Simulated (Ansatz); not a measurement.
In HfN (rock salt type) the Hf atom of the primitive cell, with all its periodic images, is moved by 0.02 Å along x.

```
CELL_PARAMETERS angstrom
0.00000 2.26500 2.26500
2.26500 0.00000 2.26500
2.26500 2.26500 0.00000
ATOMIC_POSITIONS crystal
Hf 0.99558 0.00442 0.00442
N 0.50000 0.50000 0.50000
```

The calculation used PBE, plane waves, all-electron PAW datasets generated for the crystal, point nucleus (Ansatz 0.2.0 development build).

Cutoff 440 eV; k-mesh 8×8×8 Γ-centred; Fermi–Dirac smearing of 0.1 eV; no spin polarisation; no spin–orbit coupling.

Problem. What force results, and what does it mean for the zone-centre vibration?

Solution. The force on it along the displacement is -0.2280 eV/Å, a force constant of 11.40 eV/Å². The cell stands under a pressure of 3.6 GPa, which shifts the constant from its value at the relaxed volume. With the reduced mass of 12.99 u the zone-centre optical mode lies at 489 cm⁻¹ (14.65 THz) in this finite-step estimate.

```csv
atom,Fx (eV/Å),Fy (eV/Å),Fz (eV/Å)
Hf1,-0.2280,0.0000,0.0000
N2,0.2280,0.0000,0.0000
```

The k-mesh is modest, so these values aren't fully converged in k.
